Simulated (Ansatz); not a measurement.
## Kick test of a cell of Ta5Ti3

The structure comes from a proposed guess, relaxed at this level; another structure or a mixture of phases may lie lower.

Theory: DFT PBE, scalar-relativistic, plane waves, PAW (Ansatz 0.2.0). Settings: cutoff 420 eV, Γ-centred mesh 10×10×4 on the computed 8-atom cell, Gaussian smearing of 0.10 eV; no spin polarisation.

The cell below (8 atoms, space group P4/mmm (No. 123)) is relaxed within its symmetry.

```yaml
crystal:
  lattice:
    - [3.30479, 0.00000, 0.00000]
    - [0.00000, 3.30479, 0.00000]
    - [0.00000, 0.00000, 13.12472]
  atoms:
    - { symbol: Ti, position: [0.50000, 0.50000, 0.62423] }
    - { symbol: Ti, position: [0.50000, 0.50000, 0.37577] }
    - { symbol: Ti, position: [0.00000, 0.00000, 0.50000] }
    - { symbol: Ta, position: [0.00000, 0.00000, 0.74663] }
    - { symbol: Ta, position: [0.00000, 0.00000, 0.25337] }
    - { symbol: Ta, position: [0.00000, 0.00000, 0.00000] }
    - { symbol: Ta, position: [0.50000, 0.50000, 0.87202] }
    - { symbol: Ta, position: [0.50000, 0.50000, 0.12798] }
```

For the test it was strained at random (σ = 1.5 % a component), the atoms were moved at random (σ = 0.10 Å), and all was relaxed again on a coarse 6×6×2 mesh (in the run’s order of axes) with 0.20 eV smearing, with no symmetry imposed.

These runs have no spin–orbit coupling, which can matter for Ta.

Problem. Does it come back?

Solution. It returns, within 1 meV/atom of the unmoved cell on that mesh and with the same symmetry when read at 0.1 Å. No instability shows in this cell; modes of other wave vectors, which need another repeat, aren't tested.
